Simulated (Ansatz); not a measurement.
GaIr (Pm-3m): elasticity against pressure

```
CELL_PARAMETERS angstrom
3.01998 0.00000 0.00000
0.00000 3.01998 0.00000
0.00000 0.00000 3.01998
ATOMIC_POSITIONS crystal
Ga 0.00000 0.00000 0.00000
Ir 0.50000 0.50000 0.50000
```

This is the zero-pressure cell. At each pressure cell and atoms are relaxed in this structure, and the constants are slopes of the stress at strains of ±0.005 with relaxed ions (the coefficients that govern stability under load). Level: PBEsol, PAW on Ansatz 0.2.0's default frozen-core files (fitted under PBE), scalar-relativistic; k mesh 16×16×16, strains of ±0.005, Fermi-Dirac smearing of 0.100 eV, cutoff 420 eV. P is the pressure of the relaxed cell, less that of this one.

| P (GPa) | V/V₀ | C11 (GPa) | C12 (GPa) | C44 (GPa) |
| --- | --- | --- | --- | --- |
| 0.00 | 1.0000 | 281.8 | 224.1 | 73.2 |
| 1.00 | 0.9959 | 287.4 | 228.7 | 75.2 |
| 1.99 | ? | ? | ? | ? |
| 4.01 | 0.9843 | 304.3 | 242.4 | 81.4 |
| 7.02 | 0.9734 | 320.8 | 255.8 | 87.4 |
| 10.02 | 0.9632 | 337.2 | 269.0 | 93.4 |
| 15.03 | 0.9474 | 364.2 | 290.6 | 103.1 |

Task: Does the bulk modulus from the constants agree with the pressure-volume curve?

Result: A third-order Birch-Murnaghan fit to the volumes shown (F against f, f = [(V₀/V)^(2/3) − 1]/2) gives B₀ = 243.2 GPa and B′ = 4.9. Its −V dP/dV stands beside (C11 + 2C12)/3:

| P (GPa) | from P(V) | from the constants |
| --- | --- | --- |
| 0.00 | 243.2 | 243.3 |
| 1.00 | 248.1 | 248.3 |
| 4.01 | 262.9 | 263.0 |
| 7.02 | 277.4 | 277.5 |
| 10.02 | 291.7 | 291.7 |
| 15.03 | 315.3 | 315.1 |

Task: What are the pressure derivatives at zero pressure?

Result: Slopes at V₀ of quadratic fits in −ln(V/V₀) through the first four rows shown, divided by B₀: dC11/dP = 5.6, dC12/dP = 4.6, dC44/dP = 2.1. The mean slopes up to 4.0 GPa are 5.6, 4.6, 2.0; curvature and scatter of the constants part the two. The combination (dC11/dP + 2 dC12/dP)/3 = 5.0 stands against B′.

Task: Fill the row at 1.99 GPa.

Result: Cubic fits in −ln(V/V₀) through all rows shown give C11 = 293.0, C12 = 233.2, C44 = 77.3 GPa. Computed: V/V₀ = 0.9920, C11 (GPa) = 293.0, C12 (GPa) = 233.2, C44 (GPa) = 77.3.

Task: Does a shear stiffness soften?

Result: C44 goes from 73.2 to 103.1 GPa; (C11 − C12)/2 goes from 28.9 to 36.8 GPa. Neither ends more than 3 % under its start, and the lattice stays mechanically stable over this range.

Caveats: no other phase was computed; many crystals of this kind change structure within this range, and rows or crossings beyond such a change describe a metastable lattice; frozen-core PAW files fitted under PBE, their cores solved anew for the functional of the run; responses of metals move with mesh and smearing; no spin-orbit coupling on heavy atoms; the softest shear constant rests on one k mesh, and a soft shear can herald a distortion on cooling; phonons weren't checked at these pressures.
